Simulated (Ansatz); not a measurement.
Relaxed-ion elastic tensor of AlNi₃ (Cu3Au type, Pm-3m) in GPa (Voigt order), plane-wave PAW PBEsol (Ansatz code); density 7.74 g/cm³, 10.90 Å³ per atom.

```json
[
 {"": "1", "1": "266", "2": "172", "3": "172", "4": "0.0", "5": "0.0", "6": "0.0"},
 {"": "2", "1": "172", "2": "266", "3": "172", "4": "0.0", "5": "0.0", "6": "0.0"},
 {"": "3", "1": "172", "2": "172", "3": "266", "4": "0.0", "5": "0.0", "6": "0.0"},
 {"": "4", "1": "0.0", "2": "0.0", "3": "0.0", "4": "144", "5": "0.0", "6": "0.0"},
 {"": "5", "1": "0.0", "2": "0.0", "3": "0.0", "4": "0.0", "5": "144", "6": "0.0"},
 {"": "6", "1": "0.0", "2": "0.0", "3": "0.0", "4": "0.0", "5": "0.0", "6": "144"}
]
```

Problem. Is the crystal mechanically stable?

Solution. Yes: the smallest eigenvalue of C is 93.7 GPa.

Problem. Work out the Voigt, Reuss and Hill averages.

Solution. K_V = 203, K_R = 203, K_H = 203; G_V = 105, G_R = 78.7, G_H = 91.8 GPa.

Problem. Give Young's modulus, Poisson's ratio, Pugh's ratio and the universal anisotropy index.

Solution. E = 9KG/(3K + G) = 239 GPa; ν = 0.30; K/G = 2.22 (ductile by the Pugh limit of 1.75); A_U = 5G_V/G_R + K_V/K_R − 6 = 1.67.

Problem. Estimate the sound speeds and the Debye temperature.

Solution. v_l = √((K + 4G/3)/ρ) = 6490 m/s, v_t = √(G/ρ) = 3440 m/s, mean 3850 m/s; Θ = (h/k)(3n/4πV)^(1/3) v_m = 517 K.

Problem. Give the Zener ratio and Young's modulus along [100], [110] and [111].

Solution. A = 2C44/(C11 − C12) = 3.06; 1/E = S11 − 2(S11 − S12 − S44/2)Γ with Γ = 0, 1/4, 1/3 gives 131, 246, 349 GPa.

The PBEsol relaxation kept the symmetry of its start. Magnetic state: ferromagnetic, the only order run, not a proven ground state. As this level gives no gap, shear constants depend on the k-mesh and smearing (Fermi–Dirac, 0.1 eV here).

Potentials: the later of the program's two PAW sets.
